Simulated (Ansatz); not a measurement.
A geometry of As away from equilibrium: the start of the relaxation of a relaxed As cell, doubled along one cell vector, shaken by Gaussian noise of σ = 0.08 Å a coordinate. The numbers are results of PBE (plane waves to 420 eV, PAW, scalar-relativistic; Ansatz, a first-principles code), not measurements. Γ-centred k-mesh 6×6×4 on the run's cell (coarser than for final values), Fermi–Dirac smearing 0.05 eV.

```xyz
6
Lattice="4.8704 0.0000 0.0000 -2.4352 4.2179 0.0000 0.0000 0.0000 5.6405" Properties=species:S:1:pos:R:3:forces:R:3 pbc="T T T" free_energy=-29134.266 pressure_GPa=1.1
As     0.0569    -0.0450     0.0797   -0.0184    0.0209    0.1944
As     0.0628     0.1248     2.8868    0.0075   -0.0509    0.2418
As     0.0584     2.9249     1.4345   -0.1403   -0.1589   -0.0472
As     0.1199     2.7484     4.0828   -0.2214    0.0197   -0.1836
As     2.4025     1.3177     1.2269    0.1336    0.1791   -0.2115
As     2.3836     1.4609     4.1422    0.2391   -0.0099    0.0061
```

Positions in Å, forces in eV/Å, free energy of the cell in eV (comparable only within this code, potentials and settings). Largest force: 0.31 eV/Å, on As5 (atoms numbered as listed); the geometry lies 0.33 eV/atom above the end of its relaxation.

No spin polarisation in the result. No dispersion correction is included, so spacings between layers, chains or molecules are soft and tend to come out too large.

The end of the path is a generated cell of As: the first start was made by placing the elements on the sites of a structure type, and the end was not matched to a known phase here, so it may be hypothetical. Known forms of As include space group No. 166.
